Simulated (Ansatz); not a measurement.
**Structures of ScPb2: which is lowest?**

Plane-wave DFT in Ansatz with scalar-relativistic PAW potentials, cutoff 420 eV, Γ-centred meshes chosen by cell and gap, Gaussian smearing with energies taken to zero width. Every cell was relaxed (cell and atoms) in a run of its own, within the symmetry of its start. Functional: PBE.

Relaxed structures (starts from databases or built by putting these elements on another compound's sites):
A. P6/mmm, 3 atoms in the computed cell, a = 5.461 Å, c = 3.280 Å; sites (symmetry × multiplicity) Sc 6/mmm × 1, Pb -6m2 × 2; start: built
B. I4/mmm, 3 atoms in the computed cell, a = 3.802 Å, c = 11.268 Å; sites (symmetry × multiplicity) Sc 4/mmm × 2, Pb 4mm × 4; start: built

Question: Rank them by energy. Could pressure change the order?

Answer:
```csv
structure,group,E − E(lowest) (meV/atom),V (Å³/atom),gap on mesh (eV)
B,I4/mmm,0.0,27.14,0.00
A,P6/mmm,106,28.24,0.00
```

B is lowest, 106 meV/atom under A. The lowest is also the densest of these, so pressure wouldn't bring one of the others in at first order. Other structures may lie lower than all of these, and vibrations aren't counted.

Spin-orbit coupling is left out, which matters for the bands of heavy elements. For Tl, Pb and Bi spin-orbit coupling shifts energies too.